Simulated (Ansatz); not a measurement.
A crystal relaxed with r2SCAN in Ansatz has space group P-43m (No. 215) and a = 5.612 Å.

```csv
atom,site,x,y,z
Xx,1a,0.0000,0.0000,0.0000
Ga,4e,0.7543,0.7543,0.7543
As,3c,0.5000,0.5000,0.0000
```

r2SCAN gives a direct gap of 1.28 eV at Γ. HSE06 gives a direct gap of 1.68 eV at Γ. Meshes: r2SCAN 4×4×4, HSE06 4×4×4. r2SCAN's ε∞ is 11.0 in all directions.

Q: Which element is Xx?
A. Sb
B. Bi
C. P
D. N

A: C. Xx is P: an ordered 8-atom cell of Ga4As3P on the zincblende lattice (P-43m). P is surrounded by 4 Ga at 2.39 Å; Ga is surrounded by 1 P at 2.39 Å and 3 As at 2.44 Å; As is surrounded by 4 Ga at 2.44 Å.

Simulation only: spin-unpolarised, and no claim that this is the phase found in nature.

Spin-orbit coupling is left out.

The meshes of the hybrids are coarse, so their gaps aren't converged to the digits shown.
